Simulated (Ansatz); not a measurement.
Here is the system:

YAl₃:
```yaml
crystal:
  lattice:
    - [6.23175, 0.00000, 0.00000]
    - [-3.11588, 5.39685, 0.00000]
    - [0.00000, 0.00000, 4.55940]
  atoms:
    - { symbol: Y, position: [0.33333, 0.66667, 0.75000] }
    - { symbol: Y, position: [0.66667, 0.33333, 0.25000] }
    - { symbol: Al, position: [0.14788, 0.29576, 0.25000] }
    - { symbol: Al, position: [0.85212, 0.70424, 0.75000] }
    - { symbol: Al, position: [0.85212, 0.14788, 0.75000] }
    - { symbol: Al, position: [0.14788, 0.85212, 0.25000] }
    - { symbol: Al, position: [0.70424, 0.85212, 0.25000] }
    - { symbol: Al, position: [0.29576, 0.14788, 0.75000] }
```

This is the PBEsol-relaxed structure.

**Question.** All from the program Ansatz at the PBEsol level (PAW), unless another level is named. Predict the formation energy from the elements (no fitted shifts).

**Answer.** -0.45 eV/atom.

**Question.** Predict the density of states at the Fermi level.

**Answer.** 0.38 states/eV per atom (mean over ±0.08 eV).

**Question.** And the gap with spin–orbit coupling?

**Answer.** none (metallic).

Space group P6_3/mmc. The first step of the workflow began from a Materials Project structure, measured or hypothetical; the Crystallography Open Database copy checked does not list it. Its standing as an ambient phase is unchecked. The cell was relaxed with PBEsol under the symmetry of its start; of distortions, only those at the zone centre were tested. The run is not spin-polarised. The references are the lowest solids computed at this level, not always the standard phases. Spin–orbit coupling is left out wherever it is not named.

Potentials: the later of the program's two PAW sets.
